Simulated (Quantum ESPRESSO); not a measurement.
## Calculated data, SiGe7 (made-up cell)

All values are calculated (Quantum ESPRESSO 7.5). Calculation on a made-up crystal cell, not a measurement: periodic Kohn-Sham density functional theory in plane waves with PseudoDojo standard norm-conserving scalar-relativistic pseudopotentials, each functional with its own files (v0.5 for PBE, v0.4.1 for LDA and PBEsol), no spin polarisation, no spin-orbit coupling, atoms not relaxed, stress positive in tension, energies less a fixed whole-eV offset for each atom's element; levels are Kohn-Sham levels at fractions of this cell's reciprocal vectors, counted from the reference band (half the neutral cell's valence electrons, rounded up) at Gamma; error bars cover cutoff and k-mesh only, not smearing or the files; added strain carries the atoms with the cell, and shear is the tensor component; each bar is the largest change over components, and at least 0.002 eV, 0.002 eV per angstrom or 0.02 GPa; energies are for the whole cell, and the offsets were chosen from early runs and are not element reference energies.

## SiGe7 (made-up cell)

```
SiGe7
1.0
      5.6292    -0.0162    -0.0381
     -0.0162     5.6015     0.0137
     -0.0381     0.0137     5.7141
Ge Si Ge
6 1 1
Direct
  0.00681 -0.00024 0.00404
  0.00503 0.49099 0.51035
  0.51542 -0.00582 0.50195
  0.50077 0.50861 0.01612
  0.24511 0.24559 0.26180
  0.22884 0.74627 0.75111
  0.75623 0.24453 0.74009
  0.76235 0.73822 0.23476
```

```
lattice type             : zincblende/diamond
functional               : pbe
cutoff                   : 1061 eV
fermi dirac smearing     : 0.1 eV
scf tolerance            : 1e-07 eV
electrons removed        : 0
k mesh                   : 6 x 6 x 6, shifted by half a step
free energy less offsets : -3.411 eV
smearing term minus ts   : -0.01147 eV
scf iterations           : 9
pressure                 : 3.417 GPa
stress xx                : -3.64 GPa
stress yy                : -4.187 GPa
stress zz                : -2.423 GPa
stress yz                : -1.711 GPa
stress xz                : -1.813 GPa
stress xy                : -2.575 GPa
fermi level              : -0.06322 eV
reference band           : 51
error bar energy         : 0.003573 eV
error bar stress         : 0.02439 GPa
error bar force          : 0.004136 eV/Å
error bar next band up   : 0.002 eV
error bar fermi level    : 0.01697 eV
error bars from          : tighter rerun of a related cell
```

Atoms:
```tsv
atoms element	atom site	atom energy offset (eV)
Ge	1	-2430
Ge	2	-2430
Ge	3	-2430
Ge	4	-2430
Ge	5	-2430
Ge	6	-2430
Si	7	-115
Ge	8	-2430
```

Forces:
```tsv
site	x (eV/Å)	y (eV/Å)	z (eV/Å)
1	-0.6122	0.5677	-0.6027
2	-0.8233	-0.2178	-0.6937
3	-0.4839	-0.56	-0.1322
4	-0.7088	-1.444	-1.701
5	1.013	0.06547	-0.0627
6	1.892	0.5031	0.3284
7	-0.5283	0.34	1.367
8	0.2522	0.7453	1.497
```

Levels:
```tsv
level k point	next band up (eV)
Gamma	0.0488
(1/2,1/2,1/2)	-0.1856
(0.15,0,0)	0.2112
(0,0.15,0)	0.1805
(0,0,0.15)	0.2918
```
